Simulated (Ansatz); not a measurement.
A 12-atom cell of Ca3CdF8 built on the fluorite structure (relaxed group Cmmm) at its r2SCAN geometry, run in Ansatz 0.2.0 at 2 levels of theory. Spin-unpolarised throughout. Whether this structure exists isn't addressed.

The HSE06 input:
```yaml
crystal:
  lattice:
    - [3.8394894788, -5.4268059868, 0.0]
    - [3.8394894788, 5.4268059868, 0.0]
    - [0.0, 0.0, 3.8351425903]
  atoms:
    - { symbol: Cd, position: [0.0, 0.0, 0.0] }
    - { symbol: F, position: [0.3746346776, 0.6253653224, 0.5] }
    - { symbol: F, position: [0.1243384212, 0.8756615788, 0.5] }
    - { symbol: Ca, position: [0.5, 0.0, 0.5] }
    - { symbol: F, position: [0.8757082325, 0.6261540446, 0.0] }
    - { symbol: F, position: [0.6261540446, 0.8757082325, 0.0] }
    - { symbol: Ca, position: [0.0, 0.5, 0.5] }
    - { symbol: F, position: [0.3738459554, 0.1242917675, 0.0] }
    - { symbol: F, position: [0.1242917675, 0.3738459554, 0.0] }
    - { symbol: Ca, position: [0.5, 0.5, 0.0] }
    - { symbol: F, position: [0.8756615788, 0.1243384212, 0.5] }
    - { symbol: F, position: [0.6253653224, 0.3746346776, 0.5] }
kpoints:
  mp_grid: { grid: [2, 2, 4] }
  band_path:
    path:
      - [0.0, 0.0, 0.0]
      - [-0.5, 0.5, 0.0]
      - [-0.3751406428, 0.6248593572, 0.0]
      - [0.3751406428, 0.3751406428, 0.0]
      - [0.0, 0.0, 0.5]
      - [0.3751406428, 0.3751406428, 0.5]
      - [-0.3751406428, 0.6248593572, 0.5]
      - [-0.5, 0.5, 0.5]
      - [0.0, 0.5, 0.0]
      - [-0.125, 0.125, -0.5]
    npoints: 1
hamiltonian:
  xc: hse06
scf:
  occupations: { method: fixed }
  n_extra_bands: 7
output:
  forces: true
  stress: true
  eigenvalues: true
  write_density: true
  write_potential: true
  elf: true
  volumetric_format: npy
```

Main results, then, where recorded, the levels near the gap in eV from the Fermi energy (columns number the bands from 0), one row a point of the path (Γ, Y, C₀, Σ₀, Z, A₀, E₀, T, S, Z–T (0.25)):
```
Crystal: 12 atoms, lattice volume = 159.819 Å³
Symmetry: 8 space group operations
Space group: Cmmm (ITA 65)
```
```
Basis set: ecut = 420 eV, 3095 PW (Γ)
k-points: 9 of 16
Exchange kernel: α = 0.2500, screened, ω = 0.2079 Å⁻¹, Wigner–Seitz truncation, v(0) = 1012.6224 eV·Å³, q-mesh 2×2×4
hybrid outer 1: dexx = +5.045e-2 eV, tail = 1.09e-4 eV
hybrid outer 2: dexx = +1.765e-6 eV, tail = 6.19e-8 eV, Δε = 5.34e-3 eV, ΔF = 5.63e-3 eV/Å
hybrid SCF converged: 2 outer / 12 inner (+2 warm-up)
Free energy (F): -20196.677915 eV
Fermi energy:    2.684116 eV
--- Forces (eV/Å), atoms counted from 1 ---
  atom   1  Cd      0.00000      0.00000      0.00000
  atom   2  F       0.00000    -0.00151      0.00000
  atom   3  F       0.00000    -0.01222      0.00000
  atom   4  Ca      0.00000      0.00000      0.00000
  atom   5  F     -0.01015    -0.00610      0.00000
  atom   6  F     -0.01015      0.00610      0.00000
  atom   7  Ca      0.00000      0.00000      0.00000
  atom   8  F       0.01015    -0.00610      0.00000
  atom   9  F       0.01015      0.00610      0.00000
  atom  10  Ca      0.00000      0.00000      0.00000
  atom  11  F       0.00000      0.01222      0.00000
  atom  12  F       0.00000      0.00151      0.00000
--- Stress (GPa, compression-positive) ---
        1.464189       0.000000       0.000000
        0.000000       1.463999       0.000000
        0.000000       0.000000       1.477313
  P = ⅓ Tr σ = 1.4685 GPa (14.685 kbar)
```
```tsv
band_48	band_49	band_50	band_51	band_52	band_53	band_54	band_55
-0.541	-0.539	-0.262	-0.235	-0.071	7.445	10.528	11.667
-0.573	-0.508	-0.487	-0.080	-0.060	8.418	10.335	10.811
-0.546	-0.531	-0.496	-0.110	-0.099	8.392	10.468	10.668
-0.546	-0.531	-0.496	-0.110	-0.099	8.392	10.468	10.668
-0.503	-0.336	-0.328	-0.230	0.000	9.725	10.652	10.787
-0.399	-0.398	-0.279	-0.126	-0.090	9.732	10.701	10.704
-0.399	-0.398	-0.279	-0.126	-0.090	9.732	10.701	10.704
-0.352	-0.238	-0.233	-0.231	-0.037	9.626	10.708	10.733
-0.731	-0.677	-0.439	-0.267	-0.113	8.178	10.238	10.719
-0.520	-0.317	-0.317	-0.305	0.000	9.714	10.657	10.882
```

The HSE06 gap is indirect, 7.44 eV (Z–T (0.25 of the way from Z) to Γ), below the direct gap of 7.52 eV at Γ.

Problem. Another run on the same cell gave
```
Basis set: ecut = 420 eV, 3095 PW (Γ)
k-points: 9 of 16
hybrid outer 1: dexx = +6.352e-2 eV, tail = 1.32e-4 eV
hybrid outer 2: dexx = +3.539e-6 eV, tail = 8.54e-8 eV, Δε = 4.61e-3 eV, ΔF = 5.01e-3 eV/Å
hybrid outer 3: dexx = +2.280e-9 eV, tail = 2.34e-9 eV, Δε = 1.77e-4 eV, ΔF = 1.09e-4 eV/Å
hybrid SCF converged: 3 outer / 14 inner (+2 warm-up)
Free energy (F): -20197.664094 eV
Fermi energy:    2.269237 eV
--- Forces (eV/Å), atoms counted from 1 ---
  atom   1  Cd      0.00000      0.00000      0.00000
  atom   2  F       0.00000    -0.00148      0.00000
  atom   3  F       0.00000    -0.00953      0.00000
  atom   4  Ca      0.00000      0.00000      0.00000
  atom   5  F     -0.00819    -0.00484      0.00000
  atom   6  F     -0.00819      0.00484      0.00000
  atom   7  Ca      0.00000      0.00000      0.00000
  atom   8  F       0.00819    -0.00484      0.00000
  atom   9  F       0.00819      0.00484      0.00000
  atom  10  Ca      0.00000      0.00000      0.00000
  atom  11  F       0.00000      0.00953      0.00000
  atom  12  F       0.00000      0.00148      0.00000
--- Stress (GPa, compression-positive) ---
        1.275692       0.000000       0.000000
        0.000000       1.275886       0.000000
        0.000000       0.000000       1.288846
  P = ⅓ Tr σ = 1.2801 GPa (12.801 kbar)
```
```tsv
band_48	band_49	band_50	band_51	band_52	band_53	band_54	band_55
-0.540	-0.539	-0.263	-0.236	-0.071	8.213	11.321	12.455
-0.575	-0.510	-0.489	-0.078	-0.058	9.198	11.113	11.596
-0.547	-0.532	-0.497	-0.109	-0.098	9.173	11.246	11.449
-0.547	-0.532	-0.497	-0.109	-0.098	9.173	11.246	11.449
-0.506	-0.336	-0.330	-0.230	0.000	10.513	11.447	11.571
-0.402	-0.400	-0.278	-0.126	-0.089	10.520	11.497	11.499
-0.402	-0.400	-0.278	-0.126	-0.089	10.520	11.497	11.499
-0.354	-0.238	-0.234	-0.233	-0.036	10.413	11.505	11.528
-0.734	-0.681	-0.440	-0.268	-0.112	8.956	11.010	11.511
-0.522	-0.318	-0.316	-0.306	0.001	10.502	11.452	11.666
```
Which level of theory gave it?

Solution. It is PBE0, judged by the exchange loop and the size of the gap (a near hybrid could fit too), on 2×2×4; the blocks that differ from the first input, but for the band path:
```yaml
hamiltonian:
  xc: pbe0
```
PBE0 gives an indirect gap of 8.21 eV, from Z–T (0.25 of the way from Z) to Γ; the least direct gap is 8.28 eV at Γ. The mean pressure is +1.3 GPa (compression positive), so PBE0 would enlarge the cell's volume. (The program warns that its thresholds are loose for a hybrid's stress.)

Totals of different functionals can't be compared.

Spin-orbit coupling is left out.

The meshes of the hybrids are coarse, so their gaps aren't converged to the digits shown.
